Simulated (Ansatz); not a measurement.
Given:

VN:
```cif
data_NV
_chemical_formula_sum 'V1 N1'
_space_group_name_H-M_alt 'P4/mmm'
_space_group_IT_number 123
_space_group_name_Hall '-P 4 2'
_cell_length_a 2.74266
_cell_length_b 2.74266
_cell_length_c 2.95625
_cell_angle_alpha 90.000
_cell_angle_beta 90.000
_cell_angle_gamma 90.000
loop_
_atom_site_label
_atom_site_type_symbol
_atom_site_symmetry_multiplicity
_atom_site_Wyckoff_symbol
_atom_site_fract_x
_atom_site_fract_y
_atom_site_fract_z
_atom_site_occupancy
V1 V 1 c 0.50000 0.50000 0.00000 1
N1 N 1 a 0.00000 0.00000 0.00000 1
```

This is the PBE-relaxed structure.

**Question.** All from plane-wave PAW PBE (Ansatz code), unless another level is named. Estimate the electronic character.

**Answer.** metallic (no gap).

**Question.** What about the density of states at the Fermi level?

**Answer.** 0.70 states/eV per atom (mean over ±0.08 eV).

**Question.** And the formation energy from the elements (no fitted shifts)?

**Answer.** -0.56 eV/atom.

The cell is a constructed one: a structure type filled with these elements; neither database checked (COD, Materials Project) lists it. It is not the phase usual at ambient conditions (space group No. 225). Symmetry was held in the PBE relaxation; its stability against distortions is not shown here. The workflow began spin-polarised and lost its moments. The references are the lowest solids computed at this level, not always the standard phases (solids in place of the gases).

Potentials: the later of the program's two PAW sets.
